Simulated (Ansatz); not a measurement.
Polymorphs of CoW, each relaxed with PBE (plane waves, PAW; program Ansatz):

A: rock salt (Fm-3m)
a = 4.876 Å, b = 4.876 Å, c = 4.876 Å, α = 90.00°, β = 90.00°, γ = 90.00°

```csv
atom,site,symmetry,x,y,z
Co,4a,m-3m,0.0000,0.0000,0.0000
W,4b,m-3m,0.5000,0.5000,0.5000
```

B: Cmcm
a = 2.6833 Å, b = 9.6414 Å, c = 4.0878 Å, α = β = γ = 90.00°

| atom | site | symmetry | x | y | z |
|---|---|---|---|---|---|
| W | 4c | m2m | 0.0000 | 0.3427 | 0.2500 |
| Co | 4c | m2m | 0.0000 | 0.0733 | 0.2500 |

**Question.** Rank these by energy per atom at 0 K (lowest first), as PBE gives it.

**Answer.** B (+0 meV/atom), A (+746 meV/atom)

Typed or built starts, not in the databases checked: A; B. Began spin-polarised and lost the moments: A; B. All cells were relaxed under the symmetry of their starts (and spin orders); stability against distortions was not tested throughout. Spin–orbit coupling is left out wherever it is not named.

Energies hold the estimated change up to a 700 eV cutoff; steps of a few meV lie near the error of the meshes.

Potentials: the later of the program's two PAW sets.
